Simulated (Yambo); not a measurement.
G0W0@LDA for SrTiO₃ (cubic perovskite, space group Pm-3m, No. 221) in Yambo. Reference settings: 4×4×4 Γ-centred k mesh, bands 2 to 118 and a 8 Ry block in the screening, 118 bands in G with the Bruneval-Gonze terminator, plasmon pole fitted at 27.2 eV. The LDA gap R → Γ on this mesh is 1.80 eV; G0W0 gaps are taken between the same points.

The settings were changed. The gap went from 3.49 eV to 3.60 eV, and the shift of the valence edge from -0.38 eV to -0.28 eV.

### Question
Name the change that produced these shifts.
A. 32 bands in W, 32 bands in G, 3 Ry block
B. wavefunctions cut at 20 Ry
C. 2×2×2 mesh
D. 32 bands in W, 32 bands in G, 2 Ry block

### Answer
B, wavefunctions cut at 20 Ry. The others gave (gap, valence shift): 2×2×2 mesh: 3.44, -0.25 eV; 32 bands in W, 32 bands in G, 2 Ry block: 4.34, -0.38 eV; 32 bands in W, 32 bands in G, 3 Ry block: 3.89, -0.15 eV.

Geometry of the Materials Project entry, not relaxed at this level; primitive cell a = b = c = 3.913 Å, α = β = γ = 90.00°.

A shift is the quasiparticle energy of the state minus its LDA energy.
